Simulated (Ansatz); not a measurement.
The relaxed structure here is a generated cell of KTaO3: the first start was made by placing the elements on the sites of a structure type, and the end was not matched to a known phase here, so it may be hypothetical. Known forms of KTaO3 include space group No. 221.

A relaxed structure of KTaO₃. Method: PBEsol (plane waves to 420 eV, PAW, scalar-relativistic; Ansatz, a quantum-chemistry and plane-wave program).

```xyz
10
Lattice="6.4473 0.0000 0.0000 -3.2236 5.5835 0.0000 0.0000 0.0000 5.4920" Properties=species:S:1:pos:R:3 pbc="T T T"
K      0.0000     3.7223     4.1190
K      3.2236     1.8612     1.3730
Ta     0.0000     0.0000     0.0000
Ta     0.0000     0.0000     2.7460
O      0.6669     1.2899     1.3730
O      1.7731     5.5161     1.3730
O     -2.4400     4.3610     1.3730
O      3.8906     4.2936     4.1190
O      0.7836     1.2225     4.1190
O      4.9967     0.0674     4.1190
```

Find the space group and the Wyckoff positions (tolerance 0.01 Å).

Space group P-62c (No. 190); a = b = 6.447 Å, c = 5.492 Å, α = β = 90.00°, γ = 120.00°

```
atom  site  symmetry       x       y       z
----  ----  --------  ------  ------  ------
K       2d      -6..  0.6667  0.3333  0.2500
Ta      2a       32.  0.0000  0.0000  0.0000
O       6h       m..  0.2190  0.2310  0.2500
```

Give the shortest distances between elements (the closest pairs, up to four, under 3.6 Å).

O–Ta 2.00 Å; O–O 2.52 Å; K–O 2.62 Å; Ta–Ta 2.75 Å.

| Property | Result |
|---|---|
| Volume per atom | 19.77 Å³ |
| Band gap | 2.41 eV, direct at K (no spin-orbit coupling) |

No spin polarisation in the result.

The run could not lose the symmetry of its start, so the end can be a saddle point.

It was reached from a disturbed copy of a P6₃/mmc (No. 194) cell, against which it lies -0.055 eV/atom.
